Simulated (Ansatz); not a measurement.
HfO$_{2}$:
```
CELL_PARAMETERS angstrom
      0.00000     2.50089     2.50089
      2.50089     0.00000     2.50089
      2.50089     2.50089     0.00000
ATOMIC_POSITIONS crystal
  Hf 0.00000 0.00000 0.00000
  O  0.75000 0.75000 0.75000
  O  0.25000 0.25000 0.25000
```

Relaxed with LDA.

Task: Give the optical modes at the zone centre with their infrared and Raman activity from DFPT, the program Ansatz at the LDA level (PAW).

Result: Transverse frequencies, without the LO–TO term; a row sums one degenerate level.

```csv
ω (cm⁻¹),degeneracy,IR ((D/Å)²/amu),Raman (Å⁴/amu),activity,symmetry
248,3,79.69,0,IR,T1u
596,3,0.00,53,Raman,T2g
```

Task: How high does the top mode go among those that the LO–TO term moves?

Result: 630 cm⁻¹ for q along x.

Space group Fm-3m (fluorite). This is a known high-temperature phase of the composition, computed here at zero pressure and temperature. The LDA relaxation kept the symmetry of its start. At this level the phase is dynamically unstable (imaginary phonons). No spin polarisation was allowed. Scalar-relativistic: spin–orbit coupling is off unless named, which matters more the heavier the elements.

Potentials: the earlier of the program's two PAW sets.
